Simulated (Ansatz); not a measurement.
CH3CHO on a (111) slab of Al (Fm-3m (No. 225)), 3 planes, outer planes Al (top) and Al (bottom), 1 a cell of 61.8 Å², relaxed and still whole (its atoms last):

```
Al C O H
1.0
     8.44864    0.00000    0.00000
    -4.22432    7.31673    0.00000
     0.00000    0.00000   24.41096
Al C O H
27 2 1 4
Cartesian
  1.4081 0.8130 8.0000
  0.0000 3.2519 8.0000
  -1.4081 5.6908 8.0000
  4.2243 0.8130 8.0000
  2.8162 3.2519 8.0000
  1.4081 5.6908 8.0000
  7.0405 0.8130 8.0000
  5.6324 3.2519 8.0000
  4.2243 5.6908 8.0000
  2.7940 1.6045 10.3750
  1.3979 4.0603 10.3835
  -0.0288 6.4896 10.3753
  5.6410 1.6255 10.3962
  4.2449 4.0650 10.3892
  2.8264 6.5096 10.3751
  0.0164 1.6184 10.3987
  -1.4112 4.0905 10.4159
  -2.8609 6.4906 10.5789
  4.2509 2.4429 12.7429
  2.8395 4.8857 12.6839
  5.6692 -0.0013 12.7507
  -1.3776 2.4329 12.7781
  -2.7556 4.8157 13.1767
  -0.0088 0.0622 13.2160
  1.4397 2.4554 12.7468
  0.0355 4.8926 12.7629
  2.8774 0.0290 12.7557
  2.2254 -1.6128 15.9880
  1.0290 -1.6996 15.0586
  0.4532 -0.4188 14.8589
  2.6354 -2.6117 16.1965
  1.9412 -1.1431 16.9436
  3.0299 -1.0006 15.5460
  0.2664 -2.3843 15.4801
```

These are results of Ansatz 0.2.0, DFT PBE+D3(BJ), scalar-relativistic, plane waves, PAW, not measurements. Cutoff 420 eV; k points 3×3×1 on the computed 34-atom cell (Γ-centred); Gaussian smearing, width 0.10 eV; no spin polarisation. A dipole correction removes the field between periodic images along c.

It binds with 1.37 eV a molecule against the clean slab and the free molecule (no zero-point or thermal terms); its shortest contact is O–Al 1.77 Å. Take first-order desorption with no barrier to adsorption, no reaction on the face and an assumed prefactor of 10^13 s⁻¹.

**Question.** How long does a molecule stay at 300 K?

**Answer.** τ = ν⁻¹·exp(E/k_BT) with k_BT = 0.0259 eV: E/k_BT = 53.0, so τ ≈ 1×10^10 s. It doesn't desorb at this temperature.

**Question.** Where does its peak lie in a desorption experiment heated at 5 K/s?

**Answer.** The peak obeys E/(k_B·T_p²) = (ν/β)·exp(−E/k_BT_p). Solving gives T_p ≈ 511 K (E/k_BT_p = 31.1). An error of 0.1 eV in E moves it by about 37 K, and larger molecules have larger prefactors, which lowers it.

**Question.** Is this physisorption or chemisorption?

**Answer.** The tightest contact, O–Al 1.77 Å, is 0.95 times the sum of covalent radii, and deformation and lateral interaction add up to +2.31 eV. This is chemisorption.

The molecule may also break up before it leaves, which wasn't tried.

Spin polarisation was left out, and a magnetic state may lie lower.